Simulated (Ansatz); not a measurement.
AlPd:
```yaml
crystal:
  lattice:
    - [1.39776, -5.01921, 0.00000]
    - [1.39776, 5.01921, 0.00000]
    - [0.00000, 0.00000, 4.21542]
  atoms:
    - { symbol: Al, position: [0.65518, 0.34482, 0.25000] }
    - { symbol: Pd, position: [0.91045, 0.08955, 0.25000] }
    - { symbol: Al, position: [0.34482, 0.65518, 0.75000] }
    - { symbol: Pd, position: [0.08955, 0.91045, 0.75000] }
```

Relaxed with r²SCAN.

**Question.** Map the electron localisation function on the plane through (0.655, 0.345, 0.250) spanned by u = [1, 1, 0] and v = [1, -1, 0] in lattice vectors, from r²SCAN in the plane-wave PAW code Ansatz.

**Answer.** x is the fraction of u, y of v (the angle between them is 90°; rows are the nearest grid lines); atoms in the plane: Al at (0.00, 0.00), Al at (0.50, 0.50), Pd at (0.00, 0.26), Pd at (0.50, 0.76).
```
y \ x   0.000  0.0625  0.188  0.250  0.375  0.438  0.562  0.625  0.750  0.812  0.938   1.00
------  -----  ------  -----  -----  -----  -----  -----  -----  -----  -----  -----  -----
1.00    0.823   0.299  0.052  0.217  0.547  0.572  0.572  0.547  0.217  0.052  0.299  0.823
0.925   0.214   0.250  0.449  0.507  0.487  0.461  0.461  0.487  0.507  0.449  0.250  0.214
0.850   0.301   0.291  0.244  0.239  0.280  0.290  0.290  0.280  0.239  0.244  0.291  0.301
0.775   0.238   0.216  0.344  0.427  0.317  0.238  0.238  0.317  0.427  0.344  0.216  0.238
0.700   0.231   0.211  0.256  0.372  0.455  0.412  0.412  0.455  0.372  0.256  0.211  0.231
0.625   0.219   0.227  0.304  0.362  0.459  0.486  0.486  0.459  0.362  0.304  0.227  0.219
0.550   0.379   0.382  0.346  0.269  0.105  0.069  0.069  0.105  0.269  0.346  0.382  0.379
0.450   0.559   0.565  0.553  0.458  0.114  0.046  0.046  0.114  0.458  0.553  0.565  0.559
0.375   0.184   0.191  0.243  0.287  0.360  0.377  0.377  0.360  0.287  0.243  0.191  0.184
0.300   0.331   0.366  0.477  0.430  0.225  0.222  0.222  0.225  0.430  0.477  0.366  0.331
0.225   0.249   0.283  0.438  0.423  0.218  0.210  0.210  0.218  0.423  0.438  0.283  0.249
0.150   0.362   0.353  0.290  0.260  0.225  0.219  0.219  0.225  0.260  0.290  0.353  0.362
0.0750  0.484   0.477  0.431  0.395  0.319  0.293  0.293  0.319  0.395  0.431  0.477  0.484
0.000   0.823   0.299  0.052  0.217  0.547  0.572  0.572  0.547  0.217  0.052  0.299  0.823
```

The density is the valence pseudo-density with augmentation charge, so density and ELF within about 1 Å of a nucleus are not all-electron values.

Space group Cmcm. The start of the workflow was typed in or built on a structure type; neither database checked (COD, Materials Project) lists it. Its standing as an ambient phase is unchecked. The r²SCAN relaxation kept the symmetry of its start; whether a distortion lowers the energy is not shown. The run is not spin-polarised.

Potentials: the earlier of the program's two PAW sets.
